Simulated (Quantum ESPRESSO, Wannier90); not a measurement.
**Wannier functions of InAs (wurtzite)**

```xyz
4
Lattice="4.3114 0.0000 0.0000 -2.1557 3.7338 0.0000 0.0000 0.0000 7.0888" Properties=species:S:1:pos:R:3 pbc="T T T"
In    -2.1557     1.2446    -3.5402
In     2.1557    -1.2446     0.0042
As    -2.1557     1.2446    -0.8867
As     2.1557    -1.2446     2.6577
```

Materials Project entry mp-1007652; symmetrised, unrelaxed at this level. Not found in the COD (Crystallography Open Database) copy used, which has the formula in other groups; not checked further. Method: PBEsol plane waves in Quantum ESPRESSO 7.5 (PseudoDojo norm-conserving files, 68 Ry, spinors with spin-orbit coupling), Bloch states on a 4×4×4 mesh through Γ, Wannier90 4.0.1. Density: 12×12×6 mesh, cold smearing 0.01 Ry. With spin-orbit coupling a semilocal functional can close or falsely invert a small gap; the band order was not checked against a better method.

The plane-wave run has 92 bands and 56 electrons a cell. On the energy scale of pw.x, whose zero is arbitrary, the Fermi level lies at 7.67 eV.

Isolated groups of bands, relative to the Fermi level (bands from 45 on overlap up to the last one computed):

```json
[
 {"bands": "1–8", "from (eV)": "-35.62", "to (eV)": "-35.61", "filling": "filled", "weight on atomic waves": "As 3d 100 %"},
 {"bands": "9–20", "from (eV)": "-34.89", "to (eV)": "-34.88", "filling": "filled", "weight on atomic waves": "As 3d 100 %"},
 {"bands": "21–28", "from (eV)": "-14.99", "to (eV)": "-14.87", "filling": "filled", "weight on atomic waves": "In 4d 98 %"},
 {"bands": "29–40", "from (eV)": "-14.26", "to (eV)": "-14.00", "filling": "filled", "weight on atomic waves": "In 4d 98 %"},
 {"bands": "41–44", "from (eV)": "-11.83", "to (eV)": "-9.87", "filling": "filled", "weight on atomic waves": "As 4s 63 %, In 5p 21 %, In 5s 10 %"}
]
```

Input w.win, without the blocks of cell, atoms and k-points (64 lines):

```
num_bands = 52
num_wann = 32
exclude_bands = 1-40
spinors = true
num_iter = 1000
conv_tol = 1.0e-6
conv_window = 4
dis_num_iter = 1000
dis_conv_tol = 1.0e-6
dis_froz_max = 9.17
dis_win_max = 14.73
write_hr = true
write_u_matrices = true
begin projections
f=-0.32696,0.34668,-0.49999: s;p
f=0.34459,-0.32331,-0.00215: s;p
f=-0.34413,0.32869,-0.12924: s;p
f=0.33646,-0.32091,0.37675: s;p
end projections
mp_grid = 4 4 4
```

wannier90.x stops with:
```
dis_windows: Energy window contains fewer states than number of target WFs
```
At some k-point the outer window holds fewer bands than num_wann, so no subspace of that size can be extracted. Mended as below, all else unchanged, the run goes through (Ω_I = 50.3 Å²) and follows the plane-wave bands to 24 meV rms (states up to 1.0 eV relative to the Fermi level).
Remove the line dis_win_max = 14.73.
